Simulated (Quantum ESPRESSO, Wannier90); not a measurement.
# Wannierisation of TiGe₂ (Fddd)

Materials Project entry mp-567889; symmetrised, unrelaxed at this level. COD (Crystallography Open Database) has an entry of this formula and space group (matched by these alone). Computed values, not measurements, from PBEsol: Quantum ESPRESSO (norm-conserving PseudoDojo potentials, cutoff 68 Ry, no spin polarisation, no spin-orbit coupling) on a Γ-centred 4×4×4 mesh, then Wannier90. Density: 8×8×8 mesh, cold smearing 0.01 Ry. Spin-orbit coupling, left out, would split the p-like bands by a few tenths of an eV.

On the energy scale of pw.x, whose zero is arbitrary, the Fermi level lies at 14.77 eV.

Input w.win:

```
num_bands = 2
num_wann = 2
exclude_bands = 3-78
num_iter = 1000
conv_tol = 1.0e-6
conv_window = 4
write_hr = true
write_u_matrices = true
auto_projections = true
begin unit_cell_cart
ang
    2.5122500000    4.3089850000    0.0000000000
    2.5122500000   -4.3089850000    0.0000000000
   -2.5122500000    0.0000000000   -4.3796050000
end unit_cell_cart
begin atoms_frac
Ti  -0.2500000000  0.2500000000  0.5000000000
Ti   0.5000000000  0.5000000000  0.0000000000
Ge   0.0826300000 -0.0826300000  0.5000000000
Ge   0.4173700000 -0.4173700000  0.5000000000
Ge   0.1673700000 -0.1673700000  0.0000000000
Ge  -0.1673700000  0.1673700000  0.0000000000
end atoms_frac
mp_grid = 4 4 4
begin kpoints
0.0000000000 0.0000000000 0.0000000000
0.0000000000 0.0000000000 0.2500000000
0.0000000000 0.0000000000 0.5000000000
... (61 more lines: the 4x4x4 mesh through Gamma)
end kpoints
```

Input of pw2wannier90.x that gives the overlap and projection files (equivalent; here they were cut from one run over all bands):

```
&inputpp
  outdir = './out'
  prefix = 'pwscf'
  seedname = 'w'
  write_amn = .true.
  write_mmn = .true.
  atom_proj = .true.
  atom_proj_exclude = 2 3 4 5 6 7 8 9 10 12 13 14 15 16 17 18 19 20 21 22 23 24 25 26 27 28 29 30 31 32 33 34 35 36 37 38 39 40 41 42 43 44 45 46 47 48 49 50 51 52 53 54 55 56
/
```

Output w.wout (banner and timings cut):

```
                                    ------
                                    SYSTEM
                                    ------

                              Lattice Vectors (Ang)
                    a_1     2.512250   4.308985   0.000000
                    a_2     2.512250  -4.308985   0.000000
                    a_3    -2.512250   0.000000  -4.379605

                   Unit Cell Volume:      94.82062  (Ang^3)

                        Reciprocal-Space Vectors (Ang^-1)
                    b_1     1.250510   0.729080  -0.717323
                    b_2     1.250510  -0.729080  -0.717323
                    b_3     0.000000   0.000000  -1.434647

 *----------------------------------------------------------------------------*
 |   Site       Fractional Coordinate          Cartesian Coordinate (Ang)     |
 +----------------------------------------------------------------------------+
 | ti   1  -0.25000   0.25000   0.50000   |   -1.25612  -2.15449  -2.18980    |
 | ti   2   0.50000   0.50000   0.00000   |    2.51225   0.00000   0.00000    |
 | ge   1   0.08263  -0.08263   0.50000   |   -1.25612   0.71210  -2.18980    |
 | ge   2   0.41737  -0.41737   0.50000   |   -1.25612   3.59688  -2.18980    |
 | ge   3   0.16737  -0.16737   0.00000   |    0.00000   1.44239   0.00000    |
 | ge   4  -0.16737   0.16737   0.00000   |    0.00000  -1.44239   0.00000    |
 *----------------------------------------------------------------------------*
                                ------------
                                K-POINT GRID
                                ------------

             Grid size =  4 x  4 x  4      Total points =   64

 *---------------------------------- MAIN ------------------------------------*
 |  Number of Wannier Functions               :                 2             |
 |  Number of Objective Wannier Functions     :                 2             |
 |  Number of input Bloch states              :                 2             |
 |  Output verbosity (1=low, 5=high)          :                 1             |
 |  Timing Level (1=low, 5=high)              :                 1             |
 |  Optimisation (0=memory, 3=speed)          :                 3             |
 |  Length Unit                               :               Ang             |
 |  Post-processing setup (write *.nnkp)      :                 F             |
 |  Using Gamma-only branch of algorithms     :                 F             |
 *----------------------------------------------------------------------------*
 *------------------------------- WANNIERISE ---------------------------------*
 |  Total number of iterations                :              1000             |
 |  Number of CG steps before reset           :                 5             |
 |  Trial step length for line search         :             2.000             |
 |  Convergence tolerence                     :         0.100E-05             |
 |  Convergence window                        :                 4             |
 |  Iterations between writing output         :                 1             |
 |  Iterations between backing up to disk     :               100             |
 |  Write r^2_nm to file                      :                 F             |
 |  Write xyz WF centres to file              :                 F             |
 |  Write on-site energies <0n|H|0n> to file  :                 F             |
 |  Use guiding centre to control phases      :                 F             |
 |  Use phases for initial projections        :                 F             |
 *----------------------------------------------------------------------------*
 *-------------------------------- PLOTTING ----------------------------------*
 |  Plotting Hamiltonian in WF basis          :                 T             |
 *----------------------------------------------------------------------------*

 *---------------------------------- K-MESH ----------------------------------*
 +----------------------------------------------------------------------------+
 |                    Distance to Nearest-Neighbour Shells                    |
 |                    ------------------------------------                    |
 |          Shell             Distance (Ang^-1)          Multiplicity         |
 |          -----             -----------------          ------------         |
 |             1                   0.358662                      2            |
 |             2                   0.364540                      2            |
 |             3                   0.403878                      8            |
 |             4                   0.511398                      4            |
 |             5                   0.625255                      2            |
 |             6                   0.648378                      8            |
 |             7                   0.654902                      8            |
 |             8                   0.717323                      2            |
       ... (lines left out)
 +----------------------------------------------------------------------------+
 | The b-vectors are chosen automatically                                     |
 | The following shells are used:                       1,  2,  3             |
 +----------------------------------------------------------------------------+
 |                        Shell   # Nearest-Neighbours                        |
 |                        -----   --------------------                        |
 |                          1               2                                 |
 |                          2               2                                 |
 |                          3               8                                 |
 +----------------------------------------------------------------------------+
 | Completeness relation is fully satisfied [Eq. (B1), PRB 56, 12847 (1997)]  |
 +----------------------------------------------------------------------------+
 |                  b_k Vectors (Ang^-1) and Weights (Ang^2)                  |
 |                  ----------------------------------------                  |
 |            No.         b_k(x)      b_k(y)      b_k(z)        w_b           |
 |            ---        --------------------------------     --------        |
 |             1         0.000000    0.000000   -0.358662     2.607914        |
 |             2         0.000000    0.000000    0.358662     2.607914        |
 |             3         0.000000    0.364540    0.000000     2.483575        |
 |             4         0.000000   -0.364540    0.000000     2.483575        |
 |             5         0.312627   -0.182270   -0.179331     1.278957        |
 |             6         0.312627    0.182270   -0.179331     1.278957        |
 |             7         0.312627   -0.182270    0.179331     1.278957        |
 |             8         0.312627    0.182270    0.179331     1.278957        |
 |             9        -0.312627    0.182270    0.179331     1.278957        |
 |            10        -0.312627    0.182270   -0.179331     1.278957        |
 |            11        -0.312627   -0.182270    0.179331     1.278957        |
 |            12        -0.312627   -0.182270   -0.179331     1.278957        |
 +----------------------------------------------------------------------------+
 |                           b_k Directions (Ang^-1)                          |
 |                           -----------------------                          |
 |            No.           x           y           z                         |
 |            ---        --------------------------------                     |
 |             1         0.000000    0.000000   -0.358662                     |
 |             2         0.000000    0.364540    0.000000                     |
 |             3         0.312627   -0.182270   -0.179331                     |
 |             4         0.312627    0.182270   -0.179331                     |
 |             5         0.312627   -0.182270    0.179331                     |
 |             6         0.312627    0.182270    0.179331                     |
 +----------------------------------------------------------------------------+

 Starting a new Wannier90 calculation ...

 Reading overlaps from w.mmn

 Reading projections from w.amn

 *------------------------------- WANNIERISE ---------------------------------*
 +--------------------------------------------------------------------+<-- CONV
 | Iter  Delta Spread     RMS Gradient      Spread (Ang^2)            |<-- CONV
 +--------------------------------------------------------------------+<-- CONV

 ------------------------------------------------------------------------------
 Initial State
  WF centre and spread    1  ( -1.256125, -2.154492, -2.189802 )     0.32632192
  WF centre and spread    2  (  2.512250, -0.000000,  0.000000 )     0.32632192
  Sum of centres and spreads (  1.256125, -2.154492, -2.189802 )     0.65264385

      0     0.653E+00     0.0000000000        0.6526438487  <-- CONV
        O_D=      0.0000000 O_OD=      0.0000001 O_TOT=      0.6526438 <-- SPRD
 ------------------------------------------------------------------------------
      1     0.000E+00     0.0000000072        0.6526438487  <-- CONV
        O_D=      0.0000000 O_OD=      0.0000001 O_TOT=      0.6526438 <-- SPRD
      2     0.000E+00     0.0000000070        0.6526438487  <-- CONV
        O_D=      0.0000000 O_OD=      0.0000001 O_TOT=      0.6526438 <-- SPRD
      3     0.000E+00     0.0000000067        0.6526438487  <-- CONV
        O_D=      0.0000000 O_OD=      0.0000001 O_TOT=      0.6526438 <-- SPRD
      4     0.000E+00     0.0000000065        0.6526438487  <-- CONV
        O_D=      0.0000000 O_OD=      0.0000001 O_TOT=      0.6526438 <-- SPRD
             <<<     Delta < 1.000E-06  over  4 iterations     >>>
             <<< Wannierisation convergence criteria satisfied >>>
 Final State
  WF centre and spread    1  ( -1.256125, -2.154492, -2.189802 )     0.32632192
  WF centre and spread    2  (  2.512250, -0.000000,  0.000000 )     0.32632192
  Sum of centres and spreads (  1.256125, -2.154492, -2.189802 )     0.65264385

         Spreads (Ang^2)       Omega I      =     0.652643794
        ================       Omega D      =     0.000000000
                               Omega OD     =     0.000000055
    Final Spread (Ang^2)       Omega Total  =     0.652643849
```
